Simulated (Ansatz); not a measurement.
Input and command of a plane-wave DFT calculation in Ansatz:

```yaml
crystal:
  lattice:
    - [-1.571, 1.594565, 1.571]
    - [1.571, -1.594565, 1.571]
    - [1.571, 1.594565, -1.571]
  atoms:
    - { symbol: Mo, position: [0.0, 0.0, 0.0] }
basis:
  ecutwfc: 420
kpoints:
  mp_grid: { grid: [22, 22, 22] }
hamiltonian:
  xc: pbesol
scf:
  occupations: { method: gaussian, width: 0.15 }
output:
  forces: true
  stress: true
  eigenvalues: true
```

```bash
ansatz run input.yaml --threads 1 --pin off --max-ram 2560MiB --backend cpu --events-out ev --progress --plain --runs-dir out
```

Processor: Arm Neoverse V2, 1 thread, on a host shared with other jobs.

Question: Estimate time, memory and problem size.

Answer: About 5.6 s on 1 thread of Arm Neoverse V2, on a shared host, peak memory 0.41 GiB. It solves 11 bands at 834 k points (the mesh reduced by symmetry) with about 321 plane waves, in 6 SCF iterations.
